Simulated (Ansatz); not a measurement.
TiPt₃:
```xyz
4
Lattice="3.8994 0.0000 0.0000 0.0000 3.8994 0.0000 0.0000 0.0000 3.8994" Properties=species:S:1:pos:R:3 pbc="T T T"
Ti     0.0000     0.0000     0.0000
Pt     0.0000     1.9497     1.9497
Pt     1.9497     0.0000     1.9497
Pt     1.9497     1.9497     0.0000
```

Relaxed with PBEsol. Special points in fractions of this cell's reciprocal vectors: Γ (0.000, 0.000, 0.000); X (0.000, 0.500, 0.000); M (0.500, 0.500, 0.000); R (0.500, 0.500, 0.500).

List the band energies nearest the Fermi level at these points for the program Ansatz at the PBEsol with spin–orbit coupling level (PAW).

In eV from the Fermi level; about four levels below and three above (degenerate sets whole), none deeper than 8.9 eV; points with the same levels are listed once.

```json
[
 {"k": "Γ", "below": "-0.58 -0.58 -0.38 -0.38", "above": "0.08 0.08 0.08 0.08"},
 {"k": "X", "below": "-0.23 -0.23 -0.20 -0.20", "above": "0.01 0.01 0.44 0.44"},
 {"k": "M", "below": "-2.20 -2.20 -2.18 -2.18", "above": "0.16 0.16 0.26 0.26"},
 {"k": "R", "below": "-0.30 -0.30 -0.30 -0.30", "above": "0.71 0.71 1.40 1.40 1.40 1.40"}
]
```

Space group Pm-3m (Cu3Au type). The cell was relaxed with PBEsol under the symmetry of its start; of distortions, only those at the zone centre were tested. The run is not spin-polarised.

Potentials: the later of the program's two PAW sets.
